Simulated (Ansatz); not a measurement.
Be (hcp (Mg type), space group No. 194) at seven volumes, PBE in the plane-wave PAW code Ansatz, shape and atoms relaxed at each. One row is withheld.

| V (Å³/atom) | P (GPa) |
|---|---|
| 7.195 | 13.52 |
| 7.433 | 8.41 |
| 7.670 | 3.93 |
| 7.907 | 0.00 |
| 8.144 | -3.46 |
| 8.381 | -6.49 |
| 8.619 | ? |

Question: Fit the shown pressures and predict the withheld one.

Answer: P = (3/2)B₀(x^(7/2) − x^(5/2))[1 + (3/4)(B′ − 4)(x − 1)] with x = (V₀/V)^(2/3). Least squares on the six rows gives V₀ = 7.907 Å³/atom, B₀ = 123 GPa, B′ = 3.30. At V = 8.619, x = 0.9441 and P = -9.19 GPa. The run itself gave -9.16 GPa.

Space group P6_3/mmc (hcp (Mg type)). The cell was relaxed with PBE under the symmetry of its start.

Potentials: the later of the program's two PAW sets.
